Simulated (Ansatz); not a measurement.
In$_{3}$GaN$_{4}$: do energies and stresses tell the same story?

The calculation used DFT PBEsol, scalar-relativistic, plane waves, PAW (Ansatz 0.2.0).

Settings: cutoff 420 eV, Γ-centred mesh 6×6×6 on the computed 16-atom cell, Gaussian smearing of 0.01 eV; no spin polarisation.

Relaxed cell: P6_3mc, a = 6.890 Å, b = 6.890 Å, c = 5.585 Å, α = 90.00°, β = 90.00°, γ = 120.00°, 16 atoms in the primitive cell. Whether it is the stable form of this composition wasn't checked.

Energies at zero smearing and pressures from the stress tensor, at volumes with shape and atoms relaxed:
```tsv
V (Å³/atom)	E − E(first) (meV/atom)	P (GPa)
12.628	0.00	25.05
13.058	-56.37	17.14
13.489	-93.17	10.44
13.919	-113.41	4.78
14.350	-119.64	-0.01
14.780	-114.03	-4.04
15.211	-98.44	-7.46
15.785	-64.76	-11.20
```

Question: Check P = −dE/dV between neighbouring volumes, and get the bulk modulus from the pressures alone.

Answer: With 1 eV/Å³ = 160.2 GPa:
```tsv
middle V (Å³/atom)	−ΔE/ΔV (GPa)	mean P (GPa)
12.843	20.979	21.096
13.273	13.695	13.790
13.704	7.535	7.611
14.134	2.317	2.383
14.565	-2.085	-2.027
14.995	-5.802	-5.752
15.498	-9.403	-9.331
```

The two differ by 0.12 GPa at most. The mean of two end pressures misses the average over a step by about ΔV² P″/12, up to 0.11 GPa here; with that taken off 0.01 GPa remains. Around V = 14.350 Å³/atom, the two neighbours give B = −V ΔP/ΔV = 14.350 × 8.82 / 0.861 = 147.0 GPa, against B0 = 146.3 GPa from the Birch–Murnaghan fit of the energies.

Cost: 9 runs of about 12 core-minutes in all, on AMD EPYC 9R45 (Zen 5) (shared hosts).